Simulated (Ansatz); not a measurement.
## Bi, one cell by several methods

```xyz
2
Lattice="3.2688 -2.9936 0.0000 3.2688 2.9936 0.0000 -1.1277 0.0000 3.0303" Properties=species:S:1:pos:R:3 pbc="T T T"
Bi    1.4781    0.0000    0.4515
Bi    3.9317    0.0000    2.5788
```

Atom numbers follow the list: Bi1, Bi2.

The conventional cell has a = 6.538 Å, b = 5.987 Å, c = 3.233 Å, α = 90.00°, β = 110.41°, γ = 90.00°. Bi (atom 1) has 6 Bi at 3.09 to 3.25 Å as nearest neighbours.

Structure: COD 8100521, as refined from experiment and not relaxed. The listed cell was then made from it by scaling, straining or moving an atom.

No spin–orbit coupling, which matters for the heavy atoms here.

Levels of theory: DFT, PBEsol, PAW with Ansatz's default frozen-core files, scalar-relativistic (Ansatz 0.2.0); DFT, PBEsol, all-electron PAW with datasets made for the crystal, scalar-relativistic (Ansatz 0.2.0); DFT, PBEsol, all-electron LAPW, scalar-relativistic (Ansatz 0.2.0).

For PAW: a Γ-centred 8×8×11 k mesh, Fermi–Dirac smearing of 0.05 eV, cutoff 420 eV, no spin polarisation; the PAW files were made with PBE, and the program remakes their frozen cores for this functional. The crystal-made all-electron datasets (AE datasets) take a cutoff of 260 eV at this cell. LAPW targets a basis error of 0.25 meV/atom. The Ansatz runs share mesh, smearing and spin set-up. Plane-wave (PAW) pressures include the program's estimate of the Pulay term.

Stress and pressure are positive in compression.

The change that made this cell: volume scaled by 0.9405.

No spin–orbit coupling: at heavy atoms the gradients can be off by tens of per cent for that reason.

In a metal, gradients converge slowly with the k mesh: the values move by tens of per cent from one mesh to another, at times in sign, so only the comparison on one mesh counts.

| quantity | PAW | AE datasets | LAPW |
| --- | --- | --- | --- |
| pressure (GPa) | 5.53 | 5.56 | 5.56 |
| stress xx (GPa) | 6.04 | 6.07 | 6.07 |
| stress yy (GPa) | 4.67 | 4.69 | 4.69 |
| stress zz (GPa) | 5.89 | 5.92 | 5.92 |
| stress xz (GPa) | -0.12 | -0.12 | -0.12 |
| force on Bi1, z (eV/Å) | -0.013 | -0.012 | -0.012 |
| field gradient Vzz at Bi1 (10²¹ V/m²) | -12.14 | -12.18 | – |
